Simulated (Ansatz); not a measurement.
Pb (fcc (Cu type), Fm-3m) under volume change, the program Ansatz at the PBE level (PAW), scaled uniformly.

| V (Å³/atom) | E − E(relaxed) (meV/atom) | P (GPa) |
|---|---|---|
| 29.142 | 38.2 | 4.68 |
| 30.103 | 15.9 | 2.82 |
| 31.064 | 3.7 | 1.28 |
| 32.025 | 0.0 | 0.00 |
| 32.985 | 3.3 | -1.08 |
| 33.946 | … | … |
| 34.907 | … | … |

Complete the blanks.


- 34.907, E − E(relaxed) (meV/atom): 27.1
- 34.907, P (GPa): -2.80
- 33.946, E − E(relaxed) (meV/atom): 12.6
- 33.946, P (GPa): -2.00

What does a third-order Birch–Murnaghan fit give for V₀, B₀ and B′?

V₀ = 32.02 Å³/atom, B₀ = 39.6 GPa, B′ = 4.7.

Symmetry was held in the PBE relaxation. Scalar-relativistic: spin–orbit coupling is off unless named, which matters more the heavier the elements.

Potentials: the later of the program's two PAW sets.
